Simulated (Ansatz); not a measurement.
Be2C:
```
CELL_PARAMETERS angstrom
      0.00000     2.15536     2.15536
      2.15536     0.00000     2.15536
      2.15536     2.15536     0.00000
ATOMIC_POSITIONS crystal
  Be 0.25000 0.25000 0.25000
  Be 0.75000 0.75000 0.75000
  C  0.00000 0.00000 0.00000
```

x, y and z are the axes in which the lattice vectors are written.

Give the high-frequency dielectric tensor and the Born effective charge tensors of the independent atoms from DFPT, PBEsol in the plane-wave PAW code Ansatz.


ε∞:
```
6.98  0.00  0.00
0.00  6.98  0.00
0.00  0.00  6.98
```
Z* of atom 1 (Be), rows: field, columns: displacement, in e:
```
1.53  0.00  0.00
0.00  1.53  0.00
0.00  0.00  1.53
```
Z* of atom 3 (C), rows: field, columns: displacement, in e:
```
-3.06   0.00   0.00
 0.00  -3.06   0.00
 0.00   0.00  -3.06
```

Space group Fm-3m (fluorite or antifluorite type). Symmetry was held in the PBEsol relaxation.

Potentials: the later of the program's two PAW sets.
